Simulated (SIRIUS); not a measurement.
# Checks by hand on CsGeI3 (Cm, 5 atoms in the cell; from Materials Project mp-28377)

```
CELL_PARAMETERS angstrom
      4.35337    -4.22419     0.00000
      4.35337     4.22419     0.00000
     -0.32427     0.00000     6.11949
ATOMIC_POSITIONS crystal
  Cs 0.91099 0.91099 0.58661
  Ge 0.37265 0.37265 0.13414
  I  0.41162 0.41162 0.58077
  I  0.91993 0.40881 0.09324
  I  0.40881 0.91993 0.09324
```

Method: LDA (PW92), PseudoDojo 0.4 standard norm-conserving LDA (tails mended) pseudopotentials (plane waves; SIRIUS).

Main settings: parameters.ngridk = 2 2 2; parameters.xc_functionals = [XC_LDA_X, XC_LDA_C_PW]; parameters.gk_cutoff = 8.832 1/bohr; parameters.pw_cutoff = 17.664 1/bohr; parameters.smearing = fermi_dirac; parameters.smearing_width = 0.000367493 Ha; potentials = PseudoDojo 0.4 standard norm-conserving LDA (tails mended) pseudopotentials; parameters.electronic_structure_method = pseudopotential.

Spin-orbit coupling is left out, which matters for bands and gaps with elements this heavy. The structure comes from a collection of computed structures, made at another level of theory; the collection holds predicted forms beside known ones.

The cell holds 1518.8 bohr³ and the plane-wave cutoff is 78.0 Ry.

**Question.** How many plane waves does a k-point need, and how does the count grow with the cutoff?

**Answer.** In Rydberg units |k + G|² ≤ E, a sphere of radius √78.0 = 8.832 bohr⁻¹. Each G takes (2π)³/V of reciprocal space, so N = V E^(3/2)/(6π²) = 1518.8 × 688.9/59.218 = 17668. The program's largest count at a k-point is 17691; single k-points scatter about the estimate. The count grows as E^(3/2): 20 % more cutoff means 31 % more plane waves.

The cell was also run at V = 222.817 Å³ (F = -4131.89254 eV, P = -0.43 GPa) and V = 227.318 Å³ (F = -4131.87566 eV, P = -0.77 GPa), scaled uniformly; the base has V = 225.068 Å³, P = -0.61 GPa and F₀ = -4131.88530 eV.

**Question.** Check the pressure against the energies, and estimate the bulk modulus and the volume of zero pressure.

**Answer.** P = −dF/dV ≈ −(0.01688 eV)/(4.501 Å³) = -0.00375 eV/Å³; times 160.218 GPa per eV/Å³ this is -0.60 GPa, against -0.61 GPa from the stress tensor. B = −V dP/dV ≈ −225.068 × (-0.34 GPa)/(4.501 Å³) = 17 GPa at this volume. The curvature of the energies, B = V (F₊ + F₋ − 2F₀)/(ΔV/2)², gives 17 GPa. To first order the pressure vanishes at V0 ≈ V(1 + P/B) = 216.99 Å³, so all lengths change by about -1.21 %. Shape and fractional positions were held, which usually makes B too large where they are free.

“Tails mended”: in these copies of the files the far tail of each local potential was reset to the Coulomb form.
